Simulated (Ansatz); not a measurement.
**HfSiO4, first-principles data**

HfSiO4:
```
CELL_PARAMETERS angstrom
     -3.26144     3.26144     2.96092
      3.26144    -3.26144     2.96092
      3.26144     3.26144    -2.96092
ATOMIC_POSITIONS crystal
  Hf 0.75000 0.25000 0.50000
  Hf 0.00000 0.00000 0.00000
  Si 0.25000 0.75000 0.50000
  Si 0.50000 0.50000 0.00000
  O  0.13304 0.31809 0.81495
  O  0.06809 0.75314 0.68505
  O  0.50314 0.31809 0.18505
  O  0.06809 0.38304 0.31495
  O  0.61696 0.93191 0.68505
  O  0.68191 0.86696 0.18505
  O  0.24686 0.93191 0.31495
  O  0.68191 0.49686 0.81495
```

Space group I4_1/amd (No. 141); conventional cell a = 6.5229 Å, b = 6.5229 Å, c = 5.9218 Å, α = 90.00°, β = 90.00°, γ = 90.00°.

Method: LDA (plane waves, PAW; program Ansatz). Geometry: relaxed at this level of theory. Other levels are named where they apply.

Cell and energy:

- Volume per atom = 10.50 Å³
- Density = 7.13 g/cm³
- Formation energy from the elements (no fitted shifts) = -3.36 eV/atom

Electronic structure:

- Band gap: 5.41 eV (indirect)
- Valence-band maximum: on the Γ–Z line, 14 % of the way from Γ
- Conduction-band minimum: off the standard path, at k = (0.177, 0.292, 0.266) in fractions of the reciprocal vectors
- Smallest direct gap on the standard path: 5.80 eV
- Hole effective mass: 1.6, 1.6, 7.9 mₑ (principal values)

Mechanics:

- Bulk modulus (Birch–Murnaghan fit): 2410 kbar
- Pressure derivative B′: 4.9
- Elastic constants (relaxed ions, GPa): C11 = 463, C12 = 77.1, C13 = 160, C33 = 511, C44 = 115, C66 = 50.7
- Mechanical stability: stable (all eigenvalues of C positive)
- Hill bulk and shear moduli: 246 and 114 GPa
- Young's modulus: 296 GPa
- Poisson's ratio: 0.30
- Debye temperature from the elastic constants: 606 K

Dielectric response:

- Electronic dielectric constant ε∞ (DFPT) = 3.92 (xx = yy), 4.13 (zz)
- Static dielectric constant ε0 (ions relaxed, cell fixed) = 11.5 (xx = yy), 11.5 (zz)
- Born charges (a third of the trace) = Hf +5.05, Si +3.57, O -2.15 e

Phonons:

Highest zone-centre frequency (without LO–TO term): 1033 cm^-1
Zone-centre stability: no imaginary mode at Γ
Dynamical stability on the path: stable (no imaginary branch)
Zero-point energy: 87.7 meV/atom
Vibrational entropy at 300 K: 15.3 J/(K·mol of atoms)

The cell was relaxed with LDA under the symmetry of its start. No spin polarisation was allowed. The references are the lowest solids computed at this level, not always the standard phases (solids in place of the gases). Spin–orbit coupling is left out wherever it is not named.

Potentials: the later of the program's two PAW sets.
